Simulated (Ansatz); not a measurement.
# Tetragonal deformation path in NaMgF$_{3}$

Theory: DFT PBEsol, scalar-relativistic, plane waves, PAW in Ansatz. Settings: plane waves to 420 eV, k-mesh 6×6×6 (Γ-centred), Gaussian smearing 0.05 eV. No spin polarisation. Energies are free energies at this smearing, counted from the undisturbed cell; pressure is positive in compression.

Reference structure (as given, not relaxed at this level; it stands at -2.3 GPa, and it needn't be the usual structure):

```
Na Mg F
1.0
     3.95084    0.00000    0.00000
     0.00000    3.95084    0.00000
     0.00000    0.00000    3.95084
Na Mg F
1 1 3
Cartesian
  0.0000 0.0000 0.0000
  1.9754 1.9754 1.9754
  1.9754 1.9754 0.0000
  1.9754 0.0000 1.9754
  0.0000 1.9754 1.9754
```

At fixed volume and fractional coordinates, lengths along (0.000, 0.000, 1.000) are scaled against those across it; ρ is that ratio over its starting value.

```csv
ρ,ΔE (meV/atom),pressure (GPa),gap on the mesh (eV)
0.650,972.5,28.5,4.85
0.707,542.8,16.1,5.36
0.780,235.5,6.4,5.76
0.850,87.7,1.2,5.82
0.920,20.5,-1.4,5.82
0.960,4.6,-2.1,5.83
1.000,0.0,-2.3,5.84
1.050,6.0,-2.0,5.80
1.100,21.8,?,?
1.200,?,1.4,?
1.300,149.6,5.3,5.41
1.414,257.2,?,?
1.500,?,?,5.01
```

(1) Give the withheld values.

Answers

(1) pressure (GPa) at ρ = 1.100: -1.2; gap on the mesh (eV) at ρ = 1.100: 5.74; ΔE (meV/atom) at ρ = 1.200: 74.9; gap on the mesh (eV) at ρ = 1.200: 5.59; pressure (GPa) at ρ = 1.414: 10.8; gap on the mesh (eV) at ρ = 1.414: 5.19; ΔE (meV/atom) at ρ = 1.500: 353.4; pressure (GPa) at ρ = 1.500: 15.6.

Symmetry holds off the tilts and polar distortions that many cubic perovskites undergo.